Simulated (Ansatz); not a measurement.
**Cu₂CO₃: reading a single point**

```xyz
12
Lattice="2.2575 3.9101 0.0000 -2.2575 3.9101 0.0000 0.0000 0.0000 5.1923" Properties=species:S:1:pos:R:3 pbc="T T T"
C     0.0000    0.0000    1.2981
C     0.0000    0.0000    3.8942
O    -0.9432    3.9101    1.2981
O     0.6572    1.1382    3.8942
O    -0.6572    1.1382    1.2981
O     0.9432    3.9101    3.8942
O     1.6003    2.7718    1.2981
O    -1.6003    2.7718    3.8942
Cu   -0.0002    2.6068    0.0000
Cu   -0.0002    5.2133    2.5961
Cu    0.0002    5.2133    0.0000
Cu    0.0002    2.6068    2.5961
```

Method: r2SCAN, no spin polarisation; PAW, plane waves to 500 eV, 7×7×5 Γ-centred mesh, methfessel-paxton occupations (width 0.0348 eV) (Ansatz 0.2.0), atoms fixed.

Formation energy: -0.47 eV an atom against the elements' usual phases (free molecules for gases, crystals otherwise, with no correction for O₂ or N₂), so it is bound against them; other compounds may still compete. Relaxing would lower it.
Stress: The pressure is 37.1 GPa (compression positive), so with the atoms held at these fractions the cell would first expand; the forces are large, so a full relaxation may end otherwise. The principal stresses 32.8, 32.8, 45.6 GPa differ, so its shape would change too.
Electronic structure: It is a metal on this mesh, though the bands barely overlap, with about 1.5 states/eV a cell as the mean within 0.25 eV of the Fermi level, mostly Cu d (70 %) and O p (25 %).
Forces: The largest is on O6 (and as large on other atoms): 2.29 eV/Å, components (2.29, 0.00, 0.00). It makes 0° with the line to a nearest neighbour, C2 at 1.31 Å, pointing towards it.

Origin: a known structure type with other elements, at an estimated volume, so it need not be a known compound. Caveats: atoms or cell far from equilibrium.
